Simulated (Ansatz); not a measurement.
**Cr₂O₃: the functional and the phonons**

Cr₂O₃ in an antiferromagnetic state, in a typed cell, not relaxed.

```
CELL_PARAMETERS angstrom
2.48000 1.43183 4.53333
-2.48000 1.43183 4.53333
0.00000 -2.86366 4.53333
ATOMIC_POSITIONS crystal
Cr 0.34750 0.34750 0.34750
Cr 0.15250 0.15250 0.15250
Cr 0.65250 0.65250 0.65250
Cr 0.84750 0.84750 0.84750
O 0.55600 0.94400 0.25000
O 0.25000 0.55600 0.94400
O 0.94400 0.25000 0.55600
O 0.44400 0.05600 0.75000
O 0.75000 0.44400 0.05600
O 0.05600 0.75000 0.44400
```

DFT in Ansatz; PBE; Ansatz hand-made PAW at 930 eV; k mesh 3×3×3; fixed occupations; collinear spin from start moments 3.0, -3.0, -3.0, 3.0, 0.0, 0.0, 0.0, 0.0, 0.0, 0.0 μB (atoms as listed). Harmonic phonons by finite displacements, frequencies in cm⁻¹, imaginary ones marked i; at Γ the three translations are left out and no LO–TO term is added.

Caveats: coarse k mesh; atoms are off their rest positions.

At 9.66 Å³ an atom it gives top Γ mode (cm⁻¹) 619; lowest Γ mode (cm⁻¹) 249.

Q: Repeat with LDA in the same cell, PBEsol in the same cell, on the same kind of potentials and mesh (LDA by linear response) (PBEsol by linear response). What changes?

A: 
```csv
functional,cutoff (eV),volume (Å³/atom),top Γ mode (cm⁻¹),lowest Γ mode (cm⁻¹)
LDA in the same cell,930,9.66,573,230
PBEsol in the same cell,930,9.66,597,242
```
